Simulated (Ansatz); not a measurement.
Relaxed HgTe (zinc blende):

```xyz
4
Lattice="0.0000 6.6507 6.6507 3.3253 0.0000 3.3253 3.3253 3.3253 0.0000" Properties=species:S:1:pos:R:3 pbc="T T T"
Te     4.9880     4.9880     4.9880
Te     4.9880     8.3133     8.3133
Hg     0.0000     0.0000     0.0000
Hg     0.0000     3.3253     3.3253
```

These are PBE (plane waves to 420 eV, PAW, scalar-relativistic; Ansatz, a first-principles code) values and carry that method's errors. k mesh 5×10×10 (Γ-centred), Fermi-Dirac smearing 0.05 eV. With partly filled bands, energies and forces of such displacements shift with the k mesh and the smearing. At this level the bands of HgTe touch or barely overlap. HgTe was relaxed with its symmetry unable to fall. Spin-orbit coupling is left out, though Hg and Te are heavy. The relaxed volume of HgTe is well above the measured one; the method has no dispersion term.

One atom of the cell was then moved (with its periodic images), all else fixed, and the forces (eV/Å) came out as:

| atom | Fx | Fy | Fz |
|---|---|---|---|
| Te1 | 0.283 | -0.098 | -0.098 |
| Te2 | -0.910 | 0.102 | 0.102 |
| Hg3 | 0.456 | 0.243 | 0.243 |
| Hg4 | 0.171 | -0.248 | -0.248 |

Task: Which atom was moved, and by which vector (Å)?

Result: Te2, by (0.23, 0.00, 0.00), 0.23 Å in all.

(A displaced cell: forces are minus the slopes of the energy, force constants its curvatures, and phonons follow from these.)
